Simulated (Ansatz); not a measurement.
BaO (rock salt, space group No. 225) under volume change, plane-wave PAW PBEsol (Ansatz code), scaled uniformly.

```json
[
 {"V (Å³/atom)": "18.823", "E − E(relaxed) (meV/atom)": "48.3", "P (GPa)": "9.08"},
 {"V (Å³/atom)": "19.444", "E − E(relaxed) (meV/atom)": "20.2", "P (GPa)": "5.52"},
 {"V (Å³/atom)": "20.065", "E − E(relaxed) (meV/atom)": "4.8", "P (GPa)": "2.53"},
 {"V (Å³/atom)": "20.685", "E − E(relaxed) (meV/atom)": "0.0", "P (GPa)": "0.00"},
 {"V (Å³/atom)": "21.306", "E − E(relaxed) (meV/atom)": "4.3", "P (GPa)": "-2.14"},
 {"V (Å³/atom)": "21.926", "E − E(relaxed) (meV/atom)": "16.2", "P (GPa)": "-3.95"},
 {"V (Å³/atom)": "22.547", "E − E(relaxed) (meV/atom)": "34.5", "P (GPa)": "-5.48"}
]
```

Q: What does a third-order Birch–Murnaghan fit give for V₀, B₀ and B′?

A: V₀ = 20.68 Å³/atom, B₀ = 77.5 GPa, B′ = 4.6.

Space group Fm-3m (rock salt). The PBEsol relaxation kept the symmetry of its start. Scalar-relativistic: spin–orbit coupling is off unless named, which matters more the heavier the elements.

Potentials: the earlier of the program's two PAW sets. The files were generated under PBE; for other functionals the program regenerates the frozen cores, and for LDA and PBEsol the local potential too.
